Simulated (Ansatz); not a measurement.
**YSi2Ru2: reading a single point**

```yaml
crystal:
  lattice:
    - [0.00000, 4.12718, 0.00000]
    - [4.12718, 0.00000, 0.00000]
    - [2.06359, 2.06359, -4.69565]
  atoms:
    - { symbol: Y, position: [0.00000, 0.00000, 0.00000] }
    - { symbol: Ru, position: [0.75000, 0.25000, 0.50000] }
    - { symbol: Ru, position: [0.25000, 0.75000, 0.50000] }
    - { symbol: Si, position: [0.35400, 0.35400, 0.29200] }
    - { symbol: Si, position: [0.64600, 0.64600, 0.70800] }
```

Single point in Ansatz 0.2.0 with PBEsol, no spin polarisation. Cutoff 420 eV, PAW datasets, 9×9×9 Γ-centred k mesh, gaussian filling (width 0.1358 eV).

**Stress.** The pressure is 9.1 GPa (compression positive), so with the atoms held at these fractions the cell would first expand; the forces are large, so a full relaxation may end otherwise. The principal stresses 7.7, 9.8, 9.8 GPa differ, so its shape would change too.
**Forces.** The largest is on Si4 (and as large on other atoms): 2.25 eV/Å, components (0.00, 0.00, 2.25). It makes 115° with the line to a nearest neighbour, Ru2 at 2.28 Å.
**Charges.** Bader charges in e: Y +1.69, Si +0.55, Ru -1.39. In the mean Y gives up most and Ru takes most.
**At the Fermi level.** It is a metal, with about 2.2 states/eV a cell as the mean within 0.25 eV of the Fermi level, mostly Ru d (38 %), Y d (30 %) and Si p (20 %).
**Formation energy.** -0.86 eV an atom against the elements' usual phases (free molecules for gases, crystals otherwise, with no correction for O₂ or N₂), so it is bound against them; other compounds may still compete. Relaxing would lower it.

Origin: a known structure type with other elements, at an estimated volume, so it need not be a known compound. Caveats: atoms or cell far from equilibrium.
